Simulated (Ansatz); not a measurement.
ScCu2Si2 in space group I4/mmm (No. 139; Sc on 2a, Si on 4e, Cu on 4d), the program Ansatz at the PBE level (PAW), all energies at zero smearing, with the estimated change up to a 700 eV cutoff added, with one set of potentials and settings (totals compare only within such a set). Cell of 5 atoms (1 Sc, 2 Si, 2 Cu): -16660.293 eV.

| element | reference phase | E (eV/atom) |
|---|---|---|
| Sc | P6_3/mmc, 2 atoms in the cell | -2135.8097 |
| Si | Fd-3m, 2 atoms in the cell | -635.8096 |
| Cu | Fm-3m, 1 atoms in the cell | -6625.1757 |

Formation energy per atom, worked out: (-16660.293 − 1×(-2135.8097) − 2×(-635.8096) − 2×(-6625.1757))/5 = -0.502 eV/atom (-48 kJ per mol of atoms), at 0 K, without zero-point energy or fitted corrections.

The workflow started from a Materials Project entry (that database holds measured and hypothetical structures alike); the Crystallography Open Database copy checked does not list it. Whether it is the stable phase at ambient conditions was not checked. The PBE relaxation kept the symmetry of its start; of distortions, only those at the zone centre were tested. The run is not spin-polarised. The references are the lowest solids computed at this level, not always the standard phases.

Potentials: the later of the program's two PAW sets.
